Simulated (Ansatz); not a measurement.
MgPd (CsCl type)

```xyz
2
Lattice="3.1038 0.0000 0.0000 0.0000 3.1038 0.0000 0.0000 0.0000 3.1038" Properties=species:S:1:pos:R:3 pbc="T T T"
Mg     0.0000     0.0000     0.0000
Pd     1.5519     1.5519     1.5519
```

The slice is a {210} plane (indices of the conventional cell) through the point (0.000, 0.000, 0.000) (fractional), spanned by u = [100] and v = [021] in vectors of this cell: u (3.10 Å) and v (6.94 Å, at 90° to u). It covers one period; positions are fractions (u, v).

The numbers are results of LDA (plane waves to 420 eV, PAW, scalar-relativistic; Ansatz, a first-principles code), not measurements. k mesh 15×15×15. Inside the PAW spheres the values are not all-electron values, and peaks at nuclei hang on which shells count as valence. MgPd is run without spin polarisation. MgPd was relaxed with its symmetry unable to fall.

### Question
Predict the map of the electron localisation function (ELF) on the slice.

### Answer
```
v \ u  0.00  0.18  0.36  0.55  0.73  0.91
-----  ----  ----  ----  ----  ----  ----
0.92   0.38  0.08  0.27  0.32  0.08  0.29
0.83   0.18  0.28  0.25  0.24  0.28  0.22
0.75   0.32  0.25  0.38  0.44  0.28  0.30
0.67   0.32  0.26  0.44  0.50  0.31  0.30
0.58   0.32  0.30  0.24  0.25  0.26  0.31
0.50   0.32  0.34  0.29  0.27  0.31  0.33
0.42   0.32  0.30  0.24  0.25  0.26  0.31
0.33   0.32  0.26  0.44  0.50  0.31  0.30
0.25   0.32  0.25  0.38  0.44  0.28  0.30
0.17   0.18  0.28  0.25  0.24  0.28  0.22
0.08   0.38  0.08  0.27  0.32  0.08  0.29
0.00      x  0.39  0.13  0.30  0.06     x
```

Values: electron localisation function (ELF). Points within 0.5 Å of a nucleus are blanked (x), as the pseudised field means little there.
